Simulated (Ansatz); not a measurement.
Pd (simple cubic, space group No. 221) at seven volumes, plane-wave PAW PBEsol (Ansatz code), scaled uniformly. One row is withheld.

| V (Å³/atom) | P (GPa) |
|---|---|
| 15.365 | 17.84 |
| 15.872 | 10.73 |
| 16.378 | 4.88 |
| 16.885 | 0.00 |
| 17.391 | -4.07 |
| 17.898 | -7.42 |
| 18.404 | ? |

Problem. Fit the shown pressures and predict the withheld one.

Solution. P = (3/2)B₀(x^(7/2) − x^(5/2))[1 + (3/4)(B′ − 4)(x − 1)] with x = (V₀/V)^(2/3). Least squares on the six rows gives V₀ = 16.884 Å³/atom, B₀ = 148 GPa, B′ = 5.20. At V = 18.404, x = 0.9442 and P = -10.20 GPa. The run itself gave -10.16 GPa.

Space group Pm-3m (simple cubic). The cell is a constructed one: a structure type filled with these elements; neither database checked (COD, Materials Project) lists it. It is not the phase usual at ambient conditions (space group No. 225). The cell was relaxed with PBEsol under the symmetry of its start. At this level the phase is mechanically unstable. The run is not spin-polarised.

Potentials: the later of the program's two PAW sets.
